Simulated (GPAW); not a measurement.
**Moving the functional in Ta3AsAu2O13**

Space group R3m:H (No. 160). a = 10.485 Å, b = 10.485 Å, c = 12.428 Å, α = 90.00°, β = 90.00°, γ = 120.00°
```csv
atom,site,symmetry,x,y,z
Ta,9b,.m,0.8863,0.1137,0.3448
As,3a,3m,0.0000,0.0000,0.5588
Au,3a,3m,0.0000,0.0000,0.9656
Au,3a,3m,0.0000,0.0000,0.7510
O,9b,.m,0.9137,0.0863,0.4951
O,18c,1,0.2070,0.9300,0.2902
O,9b,.m,0.7872,0.2128,0.3224
O,3a,3m,0.0000,0.0000,0.3084
```

The cell comes from a database or a generator and needn't be the stable form of this composition.

Kept alike: task band structure; k mesh 3 × 3 × 3; occupations fermi-dirac, width 0.05 eV; no spin polarisation. Program: GPAW, potentials by row: PAW data sets generated for this functional (AM05, BLYP, PBEsol, PW91); the program's PAW data sets (release 1.2.1) made for this functional (LDA, RPBE, revPBE); GPAW PAW data sets (gpaw-data 1.2.1) (PBE, r2SCAN), cutoff 800 eV. The mesh is that of the run's cell of 19 atoms. No spin-orbit coupling.

| functional | band gap (eV) | pressure (GPa) |
| --- | --- | --- |
| AM05 | 1.035 | -2.01 |
| BLYP | 1.098 | 2.34 |
| LDA | 0.980 | -5.81 |
| PBE | 1.081 | 0.76 |
| PBEsol | 1.021 | -2.39 |
| PW91 | 1.078 | 0.24 |
| RPBE | 1.118 | 3.26 |
| r2SCAN | 1.435 | -2.44 |
| revPBE | 1.109 | 2.67 |

Pressure is positive in compression; the values hold the error of the finite cutoff, so their zero can differ a little from the energy's minimum. Spin-orbit coupling, left out here, moves the band edges of heavy atoms and can close or invert small gaps. Runs of this series that gave no sound value for these columns are left out. Gaps are the smaller of the mesh's and the band path's.

The band gap runs from 0.980 (LDA) to 1.435 eV (r2SCAN). From PBE: AM05 -0.046; BLYP +0.017; LDA -0.101; PBEsol -0.060; PW91 -0.003; RPBE +0.037; r2SCAN +0.354; revPBE +0.028. The pressure runs from -5.81 (LDA) to 3.26 GPa (RPBE). From PBE: AM05 -2.77; BLYP +1.58; LDA -6.57; PBEsol -3.15; PW91 -0.52; RPBE +2.50; r2SCAN -3.20; revPBE +1.91. A positive pressure means that the functional's own cell is larger than the one given, a negative one that it is smaller.
